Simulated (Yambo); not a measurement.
**Optical response of KPF$_{6}$**

```xyz
8
Lattice="3.5593 2.0549 2.3276 -3.5593 2.0549 2.3276 0.0000 -4.1099 2.3276" Properties=species:S:1:pos:R:3 pbc="T T T"
F     -2.3466     1.5413     3.2690
F      2.3466    -1.5413     3.7138
F     -0.1615    -2.8029     3.2690
F      0.1615     2.8029     3.7138
F      2.5081     1.2616     3.2690
F     -2.5081    -1.2616     3.7138
P      0.0000     0.0000     0.0000
K      0.0000     0.0000     3.4914
```

Yambo, RPA with local fields on PBEsol bands shifted by a G0W0 scissor of 4.76 eV; 4×4×4 mesh, 87 bands, 3 Ry local-field block, 0.2 eV broadening; field along x.

```csv
E (eV),Im ε,Re ε,"Im ε, independent particles"
0.0,0.00,1.69,0.00
0.4,0.00,1.69,0.00
0.8,0.00,1.69,0.00
1.1,0.00,1.70,0.00
1.5,0.00,1.70,0.00
1.9,0.00,1.70,0.00
2.2,0.00,1.70,0.00
2.6,0.00,1.70,0.00
3.0,0.00,1.71,0.00
3.4,0.00,1.71,0.00
3.8,0.00,1.71,0.00
4.1,0.00,1.72,0.00
4.5,0.00,1.72,0.00
4.9,0.00,1.73,0.00
5.2,0.00,1.73,0.00
5.6,0.00,1.74,0.00
6.0,0.00,1.75,0.01
6.4,0.00,1.75,0.01
6.8,0.00,1.76,0.01
7.1,0.01,1.77,0.01
7.5,0.01,1.78,0.01
7.9,0.01,1.79,0.01
8.2,0.01,1.81,0.01
8.6,0.01,1.82,0.01
9.0,0.01,1.83,0.01
9.4,0.01,1.85,0.01
9.8,0.01,1.87,0.01
10.1,0.01,1.89,0.01
10.5,0.01,1.91,0.02
10.9,0.01,1.94,0.02
11.2,0.02,1.97,0.02
11.6,0.02,2.00,0.03
12.0,0.02,2.04,0.03
12.4,0.03,2.09,0.04
12.8,0.05,2.17,0.07
13.1,0.13,2.24,0.16
13.5,0.16,2.32,0.21
13.9,0.36,2.33,0.47
14.2,0.41,2.31,0.54
14.6,0.49,2.32,0.67
15.0,0.66,2.20,0.89
15.4,0.57,2.12,0.77
15.8,0.51,2.14,0.69
16.1,0.52,2.16,0.61
16.5,0.48,2.21,0.52
16.9,0.65,2.44,0.74
17.2,0.91,2.31,1.03
17.6,0.93,2.24,1.04
18.0,0.90,2.19,1.00
18.4,1.11,2.22,1.27
18.8,1.14,2.04,1.41
19.1,1.10,2.02,1.69
19.5,1.31,2.09,2.30
19.9,1.59,1.69,1.77
```

Structure narrower than a few tenths of an eV can come from the finite k mesh. Convergence of the RPA response with its 4×4×4 mesh was not tested. The scissor comes from a G0W0 run whose convergence isn't established. No excitonic effects at this level.

Geometry of the Materials Project entry, not relaxed at this level.

The structure is a Materials Project entry; no match was found in the copy of COD used, and its stability was not checked.
